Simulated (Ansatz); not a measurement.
Input:

PbSe:
```cif
data_PbSe
_chemical_formula_sum 'Pb1 Se1'
_space_group_name_H-M_alt 'P-6m2'
_space_group_IT_number 187
_space_group_name_Hall 'P -6 2'
_cell_length_a 4.22875
_cell_length_b 4.22875
_cell_length_c 3.93221
_cell_angle_alpha 90.000
_cell_angle_beta 90.000
_cell_angle_gamma 120.000
loop_
_atom_site_label
_atom_site_type_symbol
_atom_site_symmetry_multiplicity
_atom_site_Wyckoff_symbol
_atom_site_fract_x
_atom_site_fract_y
_atom_site_fract_z
_atom_site_occupancy
Pb1 Pb 1 a 0.00000 0.00000 0.00000 1
Se1 Se 1 f 0.66667 0.33333 0.50000 1
```

This is the PBE-relaxed structure.

**Question.** All from plane-wave PAW PBE (Ansatz code), unless another level is named. Predict the electronic character.

**Answer.** metallic (no gap).

**Question.** Predict the density of states at the Fermi level.

**Answer.** 0.08 states/eV per atom (mean over ±0.08 eV).

**Question.** Give the formation energy from the elements (no fitted shifts).

**Answer.** -43 kJ/mol of atoms.

A made-up cell: these elements were put on the sites of a structure type; neither database checked (COD, Materials Project) lists it. It is not the phase usual at ambient conditions (space group No. 225). The PBE relaxation kept the symmetry of its start; its stability against distortions is not shown here. The references are the lowest solids computed at this level, not always the standard phases. Scalar-relativistic: spin–orbit coupling is off unless named, which matters more the heavier the elements.

Potentials: the later of the program's two PAW sets.
